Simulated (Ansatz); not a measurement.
Energy against volume for TiO2 (rutile)

TiO₂ (rutile)

```
TiO2
1.0
    4.64340     0.00000     0.00000
    0.00000     4.64340     0.00000
    0.00000     0.00000     2.96385
Ti O
2 4
Direct
  0.00000   0.00000   0.00000
  0.50000   0.50000   0.50000
  0.30513   0.30513   0.00000
  0.80513   0.19487   0.50000
  0.19487   0.80513   0.50000
  0.69487   0.69487   0.00000
```

Equation-of-state scan: isotropic scaling of the cell above, V₀ being its volume. The atoms relax within the cell's symmetry.

Computed with PBE (plane waves to 420 eV, PAW, scalar-relativistic; Ansatz, a first-principles code). k mesh 8×8×12 (Γ-centred), Fermi-Dirac smearing 0.05 eV. The energy includes the smearing's −TS. Compression counts positive. With the shape held, the modulus is that of even scaling; a crystal free to change shape is softer. TiO2 is run without spin polarisation. TiO2 was relaxed with its symmetry unable to fall. ΔE is measured from the relaxed starting cell.

```json
[
 {"V (Å³/atom)": "10.012", "ΔE (meV/atom)": "28.7", "P (GPa)": "15.2"},
 {"V (Å³/atom)": "10.139", "ΔE (meV/atom)": "17.9", "P (GPa)": "11.8"},
 {"V (Å³/atom)": "10.267", "ΔE (meV/atom)": "9.9", "P (GPa)": "8.5"},
 {"V (Å³/atom)": "10.395", "ΔE (meV/atom)": "4.3", "P (GPa)": "5.5"},
 {"V (Å³/atom)": "10.523", "ΔE (meV/atom)": "1.0", "P (GPa)": "2.7"},
 {"V (Å³/atom)": "10.651", "ΔE (meV/atom)": "0.0", "P (GPa)": "0.0"},
 {"V (Å³/atom)": "10.778", "ΔE (meV/atom)": "1.0", "P (GPa)": "-2.5"},
 {"V (Å³/atom)": "10.906", "ΔE (meV/atom)": "3.9", "P (GPa)": "-4.8"},
 {"V (Å³/atom)": "11.034", "ΔE (meV/atom)": "8.5", "P (GPa)": "-6.9"},
 {"V (Å³/atom)": "11.162", "ΔE (meV/atom)": "14.9", "P (GPa)": "-8.9"},
 {"V (Å³/atom)": "11.290", "ΔE (meV/atom)": "22.8", "P (GPa)": "-10.8"}
]
```

Read from the data:

```
Quantity                                                                      Result
---------------------------------------------------------------------  -------------
Pressure at the smallest volume                                             15.2 GPa
Energy cost of the largest compression                                 28.7 meV/atom
Energy cost of the largest expansion                                   22.8 meV/atom
Bulk modulus at fixed cell shape B₀ (third-order Birch-Murnaghan fit)        213 GPa
Pressure derivative B₀′ (fit)                                                    4.7
Equilibrium volume of the fit                                          10.65 Å³/atom
Pressure for 5 % compression (fit)                                          12.3 GPa
```

(Under strain, the slope of the energy per volume gives the stress and its curvature an elastic modulus.)
